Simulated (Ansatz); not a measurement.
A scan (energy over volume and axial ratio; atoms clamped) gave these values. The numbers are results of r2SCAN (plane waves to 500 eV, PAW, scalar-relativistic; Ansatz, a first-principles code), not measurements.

Shear modulus C′ = (C11 − C12)/2 (fit, atoms clamped): 24 GPa

Q: Of these crystals, all scanned alike, which one is it?
A. NaCl (rock salt)
B. GaN (zinc blende)
C. Pt (fcc, Cu type)

A: A, NaCl (rock salt). The others have, for the shear modulus C′ = (C11 − C12)/2: GaN 66 GPa, Pt 45 GPa

All were relaxed with their symmetry unable to fall. Pt is run without spin polarisation. Spin-orbit coupling is left out.

(A scan under strain: stresses follow from slopes of the energy per volume, elastic moduli from its curvatures.)
